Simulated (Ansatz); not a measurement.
**Sr: from a starting cell to a relaxed one**

The start is a randomly generated symmetric cell of Sr (space group No. 191). A full variable-cell relaxation at zero pressure is run with r2SCAN (plane waves to 500 eV, PAW, scalar-relativistic; Ansatz, a program for electronic structure). The first steps use a coarse 12×12×5 k-mesh.

Input geometry:
```
Sr
1.0
    3.14792     0.00000     0.00000
   -1.57396     2.72618     0.00000
    0.00000     0.00000     7.65425
Sr
1
Direct
  0.00000   0.00000   0.00000
```

Problem. What pressure does the first self-consistent step give?

Solution. +7.9 GPa (positive: the cell is compressed).

Problem. By how much does the energy per atom fall from start to end?

Solution. 2.19 to 2.20 eV/atom (the two k-meshes of the run give this range).

Problem. How does the volume per atom move from start to end?

Solution. -15.7 %, from 65.69 to 55.37 Å³/atom.

Problem. What does it relax into? Give the structure.

Solution. 
```cif
data_Sr
_chemical_formula_sum 'Sr1'
_space_group_name_H-M_alt 'P6/mmm'
_space_group_IT_number 191
_space_group_name_Hall '-P 6 2'
_cell_length_a 4.11016
_cell_length_b 4.11016
_cell_length_c 3.78475
_cell_angle_alpha 90.000
_cell_angle_beta 90.000
_cell_angle_gamma 120.000
loop_
_atom_site_label
_atom_site_type_symbol
_atom_site_symmetry_multiplicity
_atom_site_Wyckoff_symbol
_atom_site_fract_x
_atom_site_fract_y
_atom_site_fract_z
_atom_site_occupancy
Sr1 Sr 1 a 0.00000 0.00000 0.00000 1
```

The space group stays P6/mmm (No. 191) (the run could not lower it); the end is AFLOW prototype A_hP1_191_a (A_f, as in Sn), with 1 atom in the primitive cell. Final values are on a 13×13×12 k-mesh of the relaxed cell. No spin polarisation in the result.

The run could not lose the symmetry of its start, so the end can be a saddle point.

The relaxed structure here is a generated cell of Sr: the first start was made by a random draw of sites in a space group, and the end was not matched to a known phase here, so it may be hypothetical. Known forms of Sr include space group No. 225.
